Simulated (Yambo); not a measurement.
Yambo input for MgI2 (CdI2 type, space group P-3m1, No. 164) (a = b = 4.1255 Å, c = 6.8268 Å, α = β = 90.00°, γ = 120.00°), on PBEsol (pw.x of Quantum ESPRESSO, ONCV potentials, with spin-orbit coupling) wavefunctions on a 6×6×2 mesh:

```
optics
chi
dipoles
kernel
FFTGvecs= 40 Ry
Chimod= "HARTREE"
NGsBlkXd= 4 Ry
% QpntsRXd
 1 | 1 |
%
% BndsRnXd
 9 | 150 |
%
GrFnTpXd= "R"
% EnRngeXd
 0.0 | 20.0 | eV
%
% DmRngeXd
 0.2 | 0.2 | eV
%
CGrdSpXd= 50
ETStpsXd= 161
% LongDrXd
 1.0 | 0.0 | 0.0 |
%
% XfnQP_E
 1.658 | 1.0 | 1.0 |
%
```

First lines of the file o-*.eps_q1_inv_rpa_dyson:

```
Absorption @ Q(1):   1.00000000     0.00000000     0.00000000    [q->0 direction]
#
# [ X ] Hartree size     :  111
# [GEN] GF Energies     : Perdew, Burke & Ernzerhof SOL(X)+Perdew, Burke & Ernzerhof SOL(C)+ user defined corrections @E
# [GEN] Green`s Function     : Retarded
#
# [GEN] Gauge     : Length
# [GEN] [r,Vnl] included     : yes
#
#    E[1] [eV]     Im(eps)     Re(eps)     Im(eps_o)     Re(eps_o)
#
     0.000000     0.821464E-8     3.743566     0.42946E-17     4.375746
     0.125000     0.002066     3.744210     0.002687     4.376583
     0.250000     0.004139     3.746142     0.005383     4.379096
     0.375000     0.006227     3.749371     0.008098     4.383294
     0.500000     0.008338     3.753907     0.010843     4.389193
     0.625000     0.010479     3.759767     0.013627     4.396814
     0.750000     0.012658     3.766973     0.016462     4.406184
     0.875000     0.014884     3.775549     0.019357     4.417338
     1.000000     0.017167     3.785529     0.022326     4.430318
     1.125000     0.019515     3.796951     0.025381     4.445172
     1.250000     0.021940     3.809857     0.028536     4.461959
     1.375000     0.024453     3.824300     0.031805     4.480743
     1.500000     0.027067     3.840337     0.035205     4.501602
     1.625000     0.029795     3.858034     0.038755     4.524622
     1.750000     0.032654     3.877468     0.042473     4.549900
     1.875000     0.035661     3.898724     0.046384     4.577548
     2.000000     0.038837     3.921900     0.050511     4.607691
     2.125000     0.042203     3.947105     0.054886     4.640474
     2.250000     0.045787     3.974466     0.059540     4.676057
     2.375000     0.049619     4.004124     0.064513     4.714623
     2.500000     0.053735     4.036244     0.069849     4.756383
     2.625000     0.058178     4.071011     0.075602     4.801574
     2.750000     0.062999     4.108639     0.081836     4.850470
     2.875000     0.068259     4.149378     0.088626     4.903387
     3.000000     0.074036     4.193515     0.096066     4.960689
     3.125000     0.080424     4.241391     0.104271     5.022804
     3.250000     0.087545     4.293407     0.113385     5.090234
     3.375000     0.095554     4.350043     0.123596     5.163578
     3.500000     0.104662     4.411885     0.135148     5.243554
     3.625000     0.115154     4.479649     0.148372     5.331040
     3.750000     0.127434     4.554238     0.163731     5.427126
     3.875000     0.142096     4.636802     0.181895     5.533192
     4.000000     0.160058     4.728850     0.203887     5.651020
```
(The file goes on to the top of the energy range.) Convergence of the RPA response with its 6×6×2 mesh was not tested. The scissor comes from a G0W0 run whose convergence isn't established.

Geometry relaxed with PBE+D3(BJ).
